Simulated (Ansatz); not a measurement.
**Profile along the Ag–Ag line in Ag (fcc, Cu type)**

Ag (fcc, Cu type)

```
CELL_PARAMETERS angstrom
      0.00000     2.05275     2.05275
      2.05275     0.00000     2.05275
      2.05275     2.05275     0.00000
ATOMIC_POSITIONS crystal
  Ag 0.00000 0.00000 0.00000
```

Fields along a shortest Ag–Ag line of a {100} plane (2.90 Å), from Ag to Ag, interpolated on the slice's grid (step about 0.1 Å). Calculation: r2SCAN (plane waves to 500 eV, PAW, scalar-relativistic; Ansatz, a first-principles code). k mesh 19×19×19. These are valence fields of a PAW run, semicore shells included where kept as valence: close to a nucleus they are smooth pseudo fields. Ag was relaxed with its symmetry unable to fall. The PAW data are Ansatz's earlier set.

```json
[
 {"distance from Ag (Å)": "0.00", "valence electron density (e/Å³)": "23.19", "electron localisation function": "x"},
 {"distance from Ag (Å)": "0.14", "valence electron density (e/Å³)": "21.23", "electron localisation function": "x"},
 {"distance from Ag (Å)": "0.29", "valence electron density (e/Å³)": "16.39", "electron localisation function": "x"},
 {"distance from Ag (Å)": "0.44", "valence electron density (e/Å³)": "10.79", "electron localisation function": "x"},
 {"distance from Ag (Å)": "0.58", "valence electron density (e/Å³)": "6.10", "electron localisation function": "0.50"},
 {"distance from Ag (Å)": "0.72", "valence electron density (e/Å³)": "2.97", "electron localisation function": "0.43"},
 {"distance from Ag (Å)": "0.87", "valence electron density (e/Å³)": "1.29", "electron localisation function": "0.35"},
 {"distance from Ag (Å)": "1.02", "valence electron density (e/Å³)": "0.59", "electron localisation function": "0.25"},
 {"distance from Ag (Å)": "1.16", "valence electron density (e/Å³)": "0.33", "electron localisation function": "0.18"},
 {"distance from Ag (Å)": "1.30", "valence electron density (e/Å³)": "0.23", "electron localisation function": "0.15"},
 {"distance from Ag (Å)": "1.45", "valence electron density (e/Å³)": "0.21", "electron localisation function": "0.15"},
 {"distance from Ag (Å)": "1.59", "valence electron density (e/Å³)": "0.23", "electron localisation function": "0.15"},
 {"distance from Ag (Å)": "1.74", "valence electron density (e/Å³)": "0.33", "electron localisation function": "0.18"},
 {"distance from Ag (Å)": "1.89", "valence electron density (e/Å³)": "0.59", "electron localisation function": "0.25"},
 {"distance from Ag (Å)": "2.03", "valence electron density (e/Å³)": "1.29", "electron localisation function": "0.35"},
 {"distance from Ag (Å)": "2.17", "valence electron density (e/Å³)": "2.97", "electron localisation function": "0.43"},
 {"distance from Ag (Å)": "2.32", "valence electron density (e/Å³)": "6.10", "electron localisation function": "0.50"},
 {"distance from Ag (Å)": "2.47", "valence electron density (e/Å³)": "10.79", "electron localisation function": "x"},
 {"distance from Ag (Å)": "2.61", "valence electron density (e/Å³)": "16.39", "electron localisation function": "x"},
 {"distance from Ag (Å)": "2.75", "valence electron density (e/Å³)": "21.23", "electron localisation function": "x"},
 {"distance from Ag (Å)": "2.90", "valence electron density (e/Å³)": "23.19", "electron localisation function": "x"}
]
```

x: too close to a nucleus for the ELF to mean much.

Density on the Ag–Ag line (2.90 Å) at its midpoint: 0.21 e/Å³. ELF at that point: 0.15.
